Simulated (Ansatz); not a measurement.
# Calculated Na-23 nuclear quadrupole resonance for Na2CaP2O7

Cell: a computed structure from the Materials Project (it need not be an observed phase), atoms as given.

Space group P-1 (No. 2); a = 5.4667, b = 7.1798, c = 8.9288 Å, α = 69.39°, β = 89.13°, γ = 88.90°.

| site | Wyckoff | site symmetry | x | y | z |
| --- | --- | --- | --- | --- | --- |
| Na1 | 2i | 1 | 0.2343 | 0.8610 | 0.5489 |
| Na2 | 2i | 1 | 0.7339 | 0.2108 | 0.0186 |
| Ca | 2i | 1 | 0.2314 | 0.2473 | 0.7203 |
| P7 | 2i | 1 | 0.2476 | 0.1171 | 0.1744 |
| P9 | 2i | 1 | 0.2940 | 0.4314 | 0.3095 |
| O11 | 2i | 1 | 0.5427 | 0.9967 | 0.7172 |
| O12 | 2i | 1 | 0.7231 | 0.8727 | 0.9992 |
| O13 | 2i | 1 | 0.1596 | 0.6323 | 0.2476 |
| O14 | 2i | 1 | 0.7286 | 0.6486 | 0.8424 |
| O15 | 2i | 1 | 0.0083 | 0.9480 | 0.7565 |
| O16 | 2i | 1 | 0.4310 | 0.5485 | 0.6698 |
| O17 | 2i | 1 | 0.8266 | 0.7240 | 0.5451 |

One atom of each set is listed.

The numbers come from a DFT calculation in Ansatz (PBE, plane waves and PAW, scalar-relativistic, 420 eV cutoff, Γ-centred 4×4×3 k-points, Fermi–Dirac smearing 0.02 eV).

Na-23: I = 3/2, Q = 104.0 mb (year-2017 value). Static lattice, zero field.

Sites with a gradient: Na1 (2 atoms; 7 O at 2.37–2.91 Å; also 1 Na at 3.15 Å); Na2 (2 atoms; 5 O at 2.31–2.75 Å; also 3 O at 2.98–3.10 Å).

Question: The simulated spectrum has lines at 0.517, 1.54 MHz. Sort them into the sets that belong together, and say which site each set most likely comes from.

Answer: For I = 3/2 there is one line, ν = (|C_Q|/2)(1 + η²/3)^½. Na1: 0.517 MHz (|C_Q| = 1.01 MHz, η = 0.35). Na2: 1.54 MHz (|C_Q| = 2.96 MHz, η = 0.51).

The sites follow from the calculation. Like point charges on the first shell alone (each adding as 1/d³) would give the same order.
